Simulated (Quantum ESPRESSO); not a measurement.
Ti2Cu4RuMo, one run as intended and one with a planted mistake

Simulated, not a measurement. The program is pw.x of Quantum ESPRESSO 7.5 (plane-wave density functional theory). The cell is made up: eight metal atoms on a hexagonal close-packed lattice, with elements, volume, strain and displacements drawn at random and not relaxed, so it may be unstable or far from any real phase. PseudoDojo standard norm-conserving files set the functional (PBE unless stated); there is no spin polarisation or spin-orbit coupling, the Fermi-Dirac width of 0.25 eV means electrons at about 2900 K, and the masses in the input are unused placeholders. The copper pseudopotential is less sure than most, with forces differing by about three percent and pressure by about two GPa from a second method on plain copper. A spin test at this wide smearing found no moment, but such smearing suppresses magnetism that the real alloy may have.

Intended input:

```
&control calculation='scf', pseudo_dir='./dojo.nc.sr.pbe.v0_5.standard.upf', outdir='./o', disk_io='minimal', tprnfor=.true., tstress=.true. /
&system ibrav=0, nat=8, ntyp=4, nbnd=79, ecutwfc=92.02030273, nosym=.true., tot_charge=0,
 occupations='smearing', smearing='fd', degauss=0.0183746611
/
&electrons conv_thr=1.470e-08, electron_maxstep=70, mixing_beta=0.5 /
ATOMIC_SPECIES
Cu 1.0 Cu.upf
Mo 1.0 Mo.upf
Ru 1.0 Ru.upf
Ti 1.0 Ti.upf
CELL_PARAMETERS angstrom
-2.6472 0.0 0.0
0.0 0.0 -4.4322
0.0 -9.17 0.0
ATOMIC_POSITIONS angstrom
Ti 0.001 0.0196 -0.0321
Cu -0.0649 -4.6519 0.0548
Cu -0.0006 -3.0901 -2.2444
Cu -0.0339 -7.5947 -2.297
Ti -1.3243 -2.2903 -0.0188
Cu -1.3387 -6.8376 -0.007
Ru -1.307 -0.7427 -2.1836
Mo -1.3239 -5.3696 -2.2857
K_POINTS automatic
9 5 3 1 1 1
```

The log is shortened where brackets say so; the opening notice, blank lines, dates and the lines on written files are dropped, and the path of the files is cut. It prints rydbergs, bohrs and kilobars, and counts compression as positive stress. Its total energy is the free energy E - TS of the whole cell.

Log of the intended run:

```
     Program PWSCF v.7.5
     Parallel version (MPI & OpenMP), running on       4 processor cores
     Number of MPI processes:                 4
     Threads/MPI process:                     1
     [start-up lines left out]
     bravais-lattice index     =            0
     lattice parameter (alat)  =       5.0025  a.u.
     unit-cell volume          =     726.0592 (a.u.)^3
     number of atoms/cell      =            8
     number of atomic types    =            4
     number of electrons       =       130.00
     number of Kohn-Sham states=           79
     kinetic-energy cutoff     =      92.0203  Ry
     charge density cutoff     =     368.0812  Ry
     scf convergence threshold =      1.5E-08
     mixing beta               =       0.5000
     number of iterations used =            8  plain     mixing
     Exchange-correlation= PBE
                           (   1   4   3   4   0   0   0)
     [axes and pseudopotential details left out]
   Cartesian axes
     site n.     atom                  positions (alat units)
         1        Ti     tau(   1) = (   0.0003778   0.0074040  -0.0121260  )
         2        Cu     tau(   2) = (  -0.0245165  -1.7572907   0.0207011  )
         3        Cu     tau(   3) = (  -0.0002267  -1.1673089  -0.8478392  )
         4        Cu     tau(   4) = (  -0.0128060  -2.8689559  -0.8677093  )
         5        Ti     tau(   5) = (  -0.5002644  -0.8651783  -0.0071018  )
         6        Cu     tau(   6) = (  -0.5057041  -2.5829556  -0.0026443  )
         7        Ru     tau(   7) = (  -0.4937292  -0.2805606  -0.8248716  )
         8        Mo     tau(   8) = (  -0.5001133  -2.0284074  -0.8634406  )
     number of k points=    68  Fermi-Dirac smearing, width (Ry)=  0.0184
                       cart. coord. in units 2pi/alat
        k(    1) = (  -0.0555556  -0.0481134  -0.0597265), wk =   0.0296296
        k(    2) = (  -0.0555556   0.1443402  -0.0597265), wk =   0.0296296
     [further k points left out]
     Dense  grid:    86621 G-vectors     FFT dimensions: (  32,  54, 108)
     Estimated max dynamical RAM per process >     375.04 MB
     Estimated total dynamical RAM >       1.40 GB
     Initial potential from superposition of free atoms
     starting charge     129.9933, renormalised to     130.0000
     Starting wfcs are   80 randomized atomic wfcs
     total cpu time spent up to now is        7.3 secs
     per-process dynamical memory:   304.3 Mb
     Self-consistent Calculation
     iteration #  1     ecut=    92.02 Ry     beta= 0.50
     Davidson diagonalization with overlap
     ethr =  1.00E-02,  avg # of iterations =  4.9
     total cpu time spent up to now is       28.6 secs
     total energy              =   -2072.82284188 Ry
     estimated scf accuracy    <      35.28532027 Ry
     iteration #  2     ecut=    92.02 Ry     beta= 0.50
     Davidson diagonalization with overlap
     ethr =  1.00E-02,  avg # of iterations =  5.4
     total cpu time spent up to now is       57.5 secs
     total energy              =   -2052.90599826 Ry
     estimated scf accuracy    <     641.20513095 Ry
     [iterations 3 to 19 left out]
     iteration # 20     ecut=    92.02 Ry     beta= 0.50
     Davidson diagonalization with overlap
     ethr =  1.45E-10,  avg # of iterations =  1.6
     total cpu time spent up to now is      347.8 secs
     total energy              =   -2097.00785526 Ry
     estimated scf accuracy    <       0.00000003 Ry
     iteration # 21     ecut=    92.02 Ry     beta= 0.50
     Davidson diagonalization with overlap
     ethr =  2.27E-11,  avg # of iterations =  2.0
     total cpu time spent up to now is      361.5 secs
     End of self-consistent calculation
     [lines on levels left out]
!    total energy              =   -2097.00785526 Ry
     estimated scf accuracy    <          1.9E-09 Ry
     smearing contrib. (-TS)   =      -0.10009572 Ry
     internal energy E=F+TS    =   -2096.90775954 Ry
     The total energy is F=E-TS. E is the sum of the following terms:
     one-electron contribution =   -1077.46326133 Ry
     hartree contribution      =     613.73358478 Ry
     xc contribution           =    -276.36445145 Ry
     ewald contribution        =   -1356.81363155 Ry
     convergence has been achieved in  21 iterations
     Forces acting on atoms (cartesian axes, Ry/au):
     atom    1 type  4   force =     0.00065176    0.03315447    0.00583762
     atom    2 type  1   force =     0.01112242    0.01405707   -0.03702450
     atom    3 type  1   force =    -0.00030917   -0.00107112    0.00627123
     atom    4 type  1   force =     0.00433681   -0.01480902    0.01233061
     atom    5 type  4   force =    -0.00351333   -0.03163252    0.00139303
     atom    6 type  1   force =    -0.00195883    0.00271530   -0.01710686
     atom    7 type  3   force =    -0.00295180   -0.02802552   -0.01482496
     atom    8 type  2   force =    -0.00737786    0.02561134    0.04312382
     Total force =     0.090329     Total SCF correction =     0.000256
     Computing stress (Cartesian axis) and pressure
          total   stress  (Ry/bohr**3)                   (kbar)     P=       69.49
   0.00058200   0.00001258  -0.00001159           85.62        1.85       -1.70
   0.00001258   0.00071292  -0.00000869            1.85      104.87       -1.28
  -0.00001159  -0.00000869   0.00012231           -1.70       -1.28       17.99
     init_run     :      6.59s CPU      6.85s WALL (       1 calls)
     electrons    :    347.23s CPU    354.28s WALL (       1 calls)
     forces       :      1.89s CPU      1.89s WALL (       1 calls)
     stress       :      6.34s CPU      6.34s WALL (       1 calls)
     [timing details left out]
     PWSCF        :   6m 2.51s CPU   6m 9.84s WALL
     JOB DONE.
```

A second run has one planted mistake: the cell and the positions are scaled by a wrong factor. The input lines that differ:

```
- -2.6472 0.0 0.0
- 0.0 0.0 -4.4322
- 0.0 -9.17 0.0
+ -2.6292 0.0 0.0
+ 0.0 0.0 -4.4021
+ 0.0 -9.1076 0.0
- Ti 0.001 0.0196 -0.0321
- Cu -0.0649 -4.6519 0.0548
- Cu -0.0006 -3.0901 -2.2444
- Cu -0.0339 -7.5947 -2.297
- Ti -1.3243 -2.2903 -0.0188
- Cu -1.3387 -6.8376 -0.007
- Ru -1.307 -0.7427 -2.1836
- Mo -1.3239 -5.3696 -2.2857
+ Ti 0.001 0.0195 -0.0319
+ Cu -0.0645 -4.6203 0.0544
+ Cu -0.0006 -3.0691 -2.2291
+ Cu -0.0337 -7.5431 -2.2814
+ Ti -1.3153 -2.2747 -0.0187
+ Cu -1.3296 -6.7911 -0.007
+ Ru -1.2981 -0.7376 -2.1688
+ Mo -1.3149 -5.3331 -2.2702
```

Its log:

```
     Program PWSCF v.7.5
     Parallel version (MPI & OpenMP), running on       4 processor cores
     Number of MPI processes:                 4
     Threads/MPI process:                     1
     [start-up lines left out]
     bravais-lattice index     =            0
     lattice parameter (alat)  =       4.9685  a.u.
     unit-cell volume          =     711.3512 (a.u.)^3
     number of atoms/cell      =            8
     number of atomic types    =            4
     number of electrons       =       130.00
     number of Kohn-Sham states=           79
     kinetic-energy cutoff     =      92.0203  Ry
     charge density cutoff     =     368.0812  Ry
     scf convergence threshold =      1.5E-08
     mixing beta               =       0.5000
     number of iterations used =            8  plain     mixing
     Exchange-correlation= PBE
                           (   1   4   3   4   0   0   0)
     [axes and pseudopotential details left out]
   Cartesian axes
     site n.     atom                  positions (alat units)
         1        Ti     tau(   1) = (   0.0003803   0.0074167  -0.0121330  )
         2        Cu     tau(   2) = (  -0.0245322  -1.7573026   0.0206907  )
         3        Cu     tau(   3) = (  -0.0002282  -1.1673133  -0.8478244  )
         4        Cu     tau(   4) = (  -0.0128176  -2.8689716  -0.8677164  )
         5        Ti     tau(   5) = (  -0.5002662  -0.8651681  -0.0071124  )
         6        Cu     tau(   6) = (  -0.5057052  -2.5829530  -0.0026624  )
         7        Ru     tau(   7) = (  -0.4937243  -0.2805416  -0.8248897  )
         8        Mo     tau(   8) = (  -0.5001141  -2.0284117  -0.8634566  )
     number of k points=    68  Fermi-Dirac smearing, width (Ry)=  0.0184
                       cart. coord. in units 2pi/alat
        k(    1) = (  -0.0555556  -0.0481137  -0.0597260), wk =   0.0296296
        k(    2) = (  -0.0555556   0.1443410  -0.0597260), wk =   0.0296296
     [further k points left out]
     Dense  grid:    84885 G-vectors     FFT dimensions: (  32,  54, 108)
     Estimated max dynamical RAM per process >     367.87 MB
     Estimated total dynamical RAM >       1.38 GB
     Initial potential from superposition of free atoms
     starting charge     129.9933, renormalised to     130.0000
     Starting wfcs are   80 randomized atomic wfcs
     total cpu time spent up to now is        6.6 secs
     per-process dynamical memory:   298.9 Mb
     Self-consistent Calculation
     iteration #  1     ecut=    92.02 Ry     beta= 0.50
     Davidson diagonalization with overlap
     ethr =  1.00E-02,  avg # of iterations =  5.0
     total cpu time spent up to now is       26.1 secs
     total energy              =   -2072.63825370 Ry
     estimated scf accuracy    <      35.56684859 Ry
     iteration #  2     ecut=    92.02 Ry     beta= 0.50
     Davidson diagonalization with overlap
     ethr =  1.00E-02,  avg # of iterations =  5.5
     total cpu time spent up to now is       51.9 secs
     total energy              =   -2052.46769871 Ry
     estimated scf accuracy    <     645.60999414 Ry
     [iterations 3 to 19 left out]
     iteration # 20     ecut=    92.02 Ry     beta= 0.50
     Davidson diagonalization with overlap
     ethr =  2.19E-10,  avg # of iterations =  1.2
     total cpu time spent up to now is      320.8 secs
     total energy              =   -2096.99888407 Ry
     estimated scf accuracy    <       0.00000002 Ry
     iteration # 21     ecut=    92.02 Ry     beta= 0.50
     Davidson diagonalization with overlap
     ethr =  1.85E-11,  avg # of iterations =  2.3
     total cpu time spent up to now is      335.0 secs
     End of self-consistent calculation
     [lines on levels left out]
!    total energy              =   -2096.99888407 Ry
     estimated scf accuracy    <          4.8E-09 Ry
     smearing contrib. (-TS)   =      -0.09770474 Ry
     internal energy E=F+TS    =   -2096.90117933 Ry
     The total energy is F=E-TS. E is the sum of the following terms:
     one-electron contribution =   -1062.72943808 Ry
     hartree contribution      =     608.41948774 Ry
     xc contribution           =    -276.48987342 Ry
     ewald contribution        =   -1366.10135557 Ry
     convergence has been achieved in  21 iterations
     Forces acting on atoms (cartesian axes, Ry/au):
     atom    1 type  4   force =     0.00074915    0.03610164    0.00674764
     atom    2 type  1   force =     0.01189522    0.01590555   -0.04013337
     atom    3 type  1   force =    -0.00030665   -0.00072263    0.00676829
     atom    4 type  1   force =     0.00465718   -0.01612738    0.01321693
     atom    5 type  4   force =    -0.00372460   -0.03446433    0.00173606
     atom    6 type  1   force =    -0.00215577    0.00148965   -0.01877286
     atom    7 type  3   force =    -0.00319418   -0.02914496   -0.01640823
     atom    8 type  2   force =    -0.00792036    0.02696247    0.04684556
     Total force =     0.097645     Total SCF correction =     0.000481
     Computing stress (Cartesian axis) and pressure
          total   stress  (Ry/bohr**3)                   (kbar)     P=      109.97
   0.00086149   0.00001418  -0.00001250          126.73        2.09       -1.84
   0.00001418   0.00100769  -0.00000970            2.09      148.24       -1.43
  -0.00001250  -0.00000970   0.00037348           -1.84       -1.43       54.94
     init_run     :      6.14s CPU      6.37s WALL (       1 calls)
     electrons    :    321.54s CPU    328.45s WALL (       1 calls)
     forces       :      1.85s CPU      1.85s WALL (       1 calls)
     stress       :      6.17s CPU      6.17s WALL (       1 calls)
     [timing details left out]
     PWSCF        :   5m35.92s CPU   5m43.08s WALL
     JOB DONE.
```

```
                                            intended run  run with the mistake
                          free energy (eV)    -28531.245            -28531.123
         entropy term -TS, part of it (eV)        -1.362                -1.329
                            pressure (GPa)          6.95                 11.00
size of the largest force component (eV/Å)         1.109                 1.204
largest change of a force component (eV/Å)                               0.096
                                iterations            21                    21
```

For scale, a rerun of the intended cell at a higher cutoff and on a denser mesh moved values by no more than 0.016 eV in energy, 0.23 GPa in stress and 0.014 eV/Å in force, and a second program with other atomic files agreed on that cell to 2 % rms in force and 0.5 GPa in pressure.